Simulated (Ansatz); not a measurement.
TiGe$_{2}$:
```
TiGe2
1.0
    4.58248     0.00000     0.00000
   -2.29124     3.96854     0.00000
    0.00000     0.00000     2.63656
Ti Ge
1 2
Direct
  0.00000   0.00000   0.00000
  0.33333   0.66667   0.50000
  0.66667   0.33333   0.50000
```

Relaxed with PBE+D3(BJ). Special points in fractions of this cell's reciprocal vectors: Γ (0.000, 0.000, 0.000); M (0.500, 0.000, 0.000); K (0.333, 0.333, 0.000); A (0.000, 0.000, 0.500); L (0.500, 0.000, 0.500); H (0.333, 0.333, 0.500).

**Question.** List the band energies nearest the Fermi level at these points for PBE+D3(BJ) with spin–orbit coupling (plane waves, PAW; program Ansatz).

**Answer.** In eV from the Fermi level; about four levels below and three above (degenerate sets whole), none deeper than 8.9 eV; points with the same levels are listed once.

```tsv
k	below	above
Γ	-0.73 -0.73 -0.62 -0.62	2.59 2.59 2.61 2.61
M	-0.80 -0.80 -0.51 -0.51	1.84 1.84 2.37 2.37
K	-1.13 -1.13 -1.12 -1.12	2.45 2.45 2.47 2.47
A	-0.56 -0.56 -0.42 -0.42	0.26 0.26 0.28 0.28
L	-4.12 -4.12 -3.36 -3.36	0.66 0.66 1.04 1.04
H	-4.43 -4.43 -2.80 -2.80	0.27 0.27 0.28 0.28
```

Space group P6/mmm. The cell is a constructed one: a structure type filled with these elements; neither database checked (COD, Materials Project) lists it. COD files the formula under space group No. 70, so this cell is another polymorph or a model. Whether it is the stable phase at ambient conditions was not checked. The cell was relaxed with PBE+D3(BJ) under the symmetry of its start; whether a distortion lowers the energy is not shown. The run is not spin-polarised.

Potentials: the earlier of the program's two PAW sets.
